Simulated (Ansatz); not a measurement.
## From the elastic tensor of TiPd3 at 25 GPa (stress–strain coefficients) to moduli and sound speeds

The calculation used DFT LDA, scalar-relativistic, plane waves, PAW (Ansatz 0.2.0). Cutoff 420 eV, 12×12×12 k-points (Γ-centred), Fermi-Dirac smearing of 0.15 eV. No spin polarisation.

It takes space group Pm-3m (No. 221, cubic). The conventional cell has a = 3.722 Å, b = 3.722 Å, c = 3.722 Å, α = 90.00°, β = 90.00°, γ = 90.00°. Ti (site symmetry m-3m) is surrounded by 12 Pd at 2.63 Å. Pd (site symmetry 4/mmm) has 4 Ti at 2.63 Å and 8 Pd at 2.63 Å as nearest neighbours.

In a metal, frequencies and elastic constants depend on the k mesh and the smearing, soft modes and shear constants most. Other phases may be more stable at this pressure.

Relaxed-ion constants (GPa, on the Cartesian axes of the calculation):
C11 = 475.2, C12 = 276.1, C13 = 276.1, C22 = 475.2, C23 = 276.1, C33 = 475.2, C44 = 188.9, C55 = 188.9, C66 = 188.9 GPa; the others vanish.

Density 11.824 g/cm³; 4 atoms in 51.56 Å³.

The values that follow are for a polycrystal of randomly turned grains, by Hill's mean where one number stands.

With S = C⁻¹: B_V = (C11+C22+C33+2(C12+C13+C23))/9, G_V = (C11+C22+C33−C12−C13−C23+3(C44+C55+C66))/15, 1/B_R = S11+S22+S33+2(S12+S13+S23), 15/G_R = 4(S11+S22+S33−S12−S13−S23)+3(S44+S55+S66); Hill is their mean. Then v_l = √((B+4G/3)/ρ), v_t = √(G/ρ), v_m = [(2/v_t³+1/v_l³)/3]^(−1/3) and Θ = (ħ/k_B)·v_m·(6π²n/V)^(1/3) for n atoms in the volume V; E = 9BG/(3B+G), ν = (3B−2G)/(2(3B+G)) and A^U = 5G_V/G_R + B_V/B_R − 6.

```json
{
 "Bulk modulus, Voigt / Reuss / Hill": "342.5 / 342.5 / 342.5 GPa",
 "Shear modulus, Voigt / Reuss / Hill": "153.1 / 139.0 / 146.1 GPa",
 "Young's modulus": "384 GPa",
 "Poisson ratio": "0.313",
 "Pugh ratio B/G": "2.34",
 "Universal anisotropy index": "0.51",
 "Longitudinal and transverse sound speeds": "6741 and 3515 m/s",
 "Debye temperature from the mean sound speed": "499 K"
}
```

Cost: 1 run of about 2.3 core-minutes, on Arm Neoverse V2 (shared hosts).